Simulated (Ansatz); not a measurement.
Ta₂N (anti-CdI2 type, P-3m1) at seven volumes, r²SCAN (plane waves, PAW; program Ansatz), shape and atoms relaxed at each. One row is withheld.

```csv
V (Å³/atom),P (GPa)
12.150,?
12.550,20.56
12.951,9.46
13.351,0.00
13.752,-8.09
14.152,-14.95
14.553,-20.74
```

Fit the shown pressures and predict the withheld one.

P = (3/2)B₀(x^(7/2) − x^(5/2))[1 + (3/4)(B′ − 4)(x − 1)] with x = (V₀/V)^(2/3). Least squares on the six rows gives V₀ = 13.350 Å³/atom, B₀ = 291 GPa, B′ = 4.38. At V = 12.150, x = 1.0648 and P = 33.71 GPa. The run itself gave 33.52 GPa.

The cell was relaxed with r²SCAN under the symmetry of its start. The run is not spin-polarised. The volume moved by 19 % from the start of the relaxation. Spin–orbit coupling is left out wherever it is not named.

Potentials: the later of the program's two PAW sets.
